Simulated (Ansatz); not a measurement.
YBrO:
```
YBrO
1.0
    3.83329     0.00000     0.00000
    0.00000     3.83329     0.00000
    0.00000     0.00000     8.36285
Y Br O
2 2 2
Cartesian
  0.00000   1.91664   1.12584
  1.91664   0.00000   7.23701
  0.00000   1.91664   5.59669
  1.91664   0.00000   2.76616
  0.00000   0.00000   0.00000
  1.91664   1.91664   0.00000
```

The program Ansatz at the r²SCAN+D4 level (PAW) gives a gap of 5.01 eV without spin–orbit coupling, maximum at Γ, minimum at Γ.

Question: What happens when spin–orbit coupling is switched on?

Answer: The gap falls by 0.10 eV, to 4.91 eV; maximum at Γ, minimum at Γ.

Question: Give the electron effective mass with spin–orbit coupling.

Answer: 0.50, 0.50, 1.5 mₑ (principal values).

Question: Give the hole effective mass with spin–orbit coupling.

Answer: 0.48, 1.4, 1.4 mₑ (principal values).

Space group P4/nmm. The first step of the workflow began from a Materials Project structure, measured or hypothetical; the Crystallography Open Database copy checked does not list it. Whether it is the stable phase at ambient conditions was not checked. The cell was relaxed with r²SCAN+D4 under the symmetry of its start; whether a distortion lowers the energy is not shown. The run is not spin-polarised.

Potentials: the later of the program's two PAW sets.
